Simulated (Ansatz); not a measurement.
HfO2:
```xyz
6
Lattice="4.8382 0.0000 0.0000 0.0000 4.8382 0.0000 0.0000 0.0000 3.2203" Properties=species:S:1:pos:R:3 pbc="T T T"
Hf     0.0000     0.0000     0.0000
Hf     2.4191     2.4191     1.6102
O      0.9431     3.8951     1.6102
O      3.8951     0.9431     1.6102
O      3.3621     3.3621     0.0000
O      1.4760     1.4760     0.0000
```

Relaxed with r²SCAN. Special points in fractions of this cell's reciprocal vectors: Γ (0.000, 0.000, 0.000); X (0.000, 0.500, 0.000); M (0.500, 0.500, 0.000); Z (0.000, 0.000, 0.500); R (0.000, 0.500, 0.500); A (0.500, 0.500, 0.500).

### Question
List the band energies nearest the valence-band maximum at these points for plane-wave PAW r²SCAN with spin–orbit coupling (Ansatz code).

### Answer
In eV from the valence-band maximum; about four levels below and three above (degenerate sets whole), none deeper than 8.9 eV; points with the same levels are listed once.

| k | below | above |
|---|---|---|
| Γ | -0.38 -0.38 0.00 0.00 | 4.52 4.52 4.68 4.68 |
| X | -0.64 -0.64 -0.64 -0.64 | 5.17 5.17 5.17 5.17 |
| M | -0.73 -0.73 -0.73 -0.73 | 4.74 4.74 4.74 4.74 |
| Z | -0.97 -0.97 -0.97 -0.97 | 6.10 6.10 6.10 6.10 |
| R | -0.89 -0.89 -0.87 -0.87 | 4.70 4.70 4.79 4.79 |
| A | -0.48 -0.48 -0.48 -0.48 | 5.66 5.66 5.66 5.66 |

Space group P4_2/mnm (rutile). The workflow started from a Materials Project entry (that database holds measured and hypothetical structures alike); the Crystallography Open Database copy checked does not list it. It is not the phase usual at ambient conditions (space group No. 14, 29). The cell was relaxed with r²SCAN under the symmetry of its start; its stability against distortions is not shown here. The run is not spin-polarised.

Potentials: the later of the program's two PAW sets.
